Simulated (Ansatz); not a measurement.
TaGa3 in space group I4/mmm (No. 139; Ta on 2a, Ga on 2b, Ga on 4d) under volume change, plane-wave PAW PBEsol (Ansatz code), shape and atoms relaxed at each volume.

```
V (Å³/atom)  E − E(relaxed) (meV/atom)     P (GPa)
-----------  -------------------------  ----------
14.007                      (withheld)  (withheld)
14.469                            27.4       10.10
14.931                      (withheld)  (withheld)
15.392                             0.0        0.00
15.854                             5.8       -3.89
16.316                            21.8       -7.18
16.778                            46.6       -9.93
```

### Question
Complete the blanks.

### Answer

- 14.931, E − E(relaxed) (meV/atom): 6.5
- 14.931, P (GPa): 4.61
- 14.007, E − E(relaxed) (meV/atom): 65.7
- 14.007, P (GPa): 16.61

### Question
What does a third-order Birch–Murnaghan fit give for V₀, B₀ and B′?

### Answer
V₀ = 15.39 Å³/atom, B₀ = 141 GPa, B′ = 4.7.

The first step of the workflow began from a Materials Project structure, measured or hypothetical; the Crystallography Open Database files this formula in space group No. 139, but the cells were not matched. Whether it is the stable phase at ambient conditions was not checked. Symmetry was held in the PBEsol relaxation; of distortions, only those at the zone centre were tested. The run is not spin-polarised. Spin–orbit coupling is left out wherever it is not named.

Potentials: the later of the program's two PAW sets.
